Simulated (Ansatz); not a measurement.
**Fixed-spin-moment curve of MnPt₃**

MnPt₃ is taken as a measured crystal structure (space group Pm-3m), 4 atoms in the cell. Source: COD entry 1539005, which need not be the ambient phase.

```yaml
crystal:
  lattice:
    - [3.89700, 0.00000, 0.00000]
    - [0.00000, 3.89700, 0.00000]
    - [0.00000, 0.00000, 3.89700]
  atoms:
    - { symbol: Mn, position: [0.00000, 0.00000, 0.00000] }
    - { symbol: Pt, position: [0.00000, 0.50000, 0.50000] }
    - { symbol: Pt, position: [0.50000, 0.00000, 0.50000] }
    - { symbol: Pt, position: [0.50000, 0.50000, 0.00000] }
```

Numbers behind element symbols give the atom's place in this list.

Computed with DFT, PBEsol, PAW, plane waves, scalar-relativistic (Ansatz).

| Setting | Value |
| --- | --- |
| Plane-wave cutoff | 420 eV |
| k-point mesh | 8×8×8 (Γ-centred) |
| Occupations | Fermi–Dirac smearing, 0.1 eV |

Site moments are integrals over atomic spheres and don't add up to the total.

Each run fixes N↑ − N↓ and starts with that moment spread in parallel over the Mn atoms; no search for lower states follows. Energies are free energies per cell above the lowest run, the runs with a free moment included. Each row is one local solution, which need not be the lowest state at that M. The run at M = 0 starts without moments and gives the spin-unpolarised solution. The cell holds one magnetic atom, so only parallel order fits; orders in a larger cell may lie lower.

The run at M = 3.30 μB took 16 s on 2 threads of Arm Neoverse N1 (shared host), peak memory 0.42 GiB.

| fixed M (μB/cell) | F − F(lowest) (meV/cell) | moments of Mn1 Pt2 Pt3 Pt4 (μB) | absolute moment (μB) |
| --- | --- | --- | --- |
| 0.00 | 1335 | 0.00 0.00 0.00 0.00 | 0.00 |
| 0.82 | 1141 | 1.62 -0.26 -0.26 -0.26 | 2.51 |
| 1.65 | ? | ? | ? |
| 2.47 | 452 | 3.20 -0.24 -0.24 -0.24 | 4.10 |
| 3.30 | 103 | 3.63 -0.11 -0.11 -0.11 | 4.20 |
| 4.12 | 0 | 3.71 0.13 0.13 0.13 | 4.33 |
| 4.95 | 82 | 3.79 0.37 0.37 0.37 | 5.06 |
| 5.77 | ? | ? | ? |
| 6.60 | 928 | 4.08 0.74 0.74 0.74 | 6.60 |

At M = 0.82, 1.65, 2.47 μB the absolute moment far exceeds M, as opposite spins partly cancel within or between atoms, so the M = 0 row needn't join the others.

Question: Fill in the row for M = 1.65 μB.

Answer: 836 meV; moments Mn1 2.48, Pt2 -0.27, Pt3 -0.27, Pt4 -0.27 μB; absolute moment 3.45 μB.

Question: Fill in the row for M = 5.77 μB.

Answer: 372 meV; moments Mn1 3.91, Pt2 0.57, Pt3 0.57, Pt4 0.57 μB; absolute moment 5.80 μB.

With the constraint released: “usual moment scaled by 0.1, free total moment [Mn1 0.45 μB]” ends at 4.17 μB, 0 meV; “usual moment, free total moment [Mn1 4.50 μB]” ends at 4.17 μB, 0 meV.
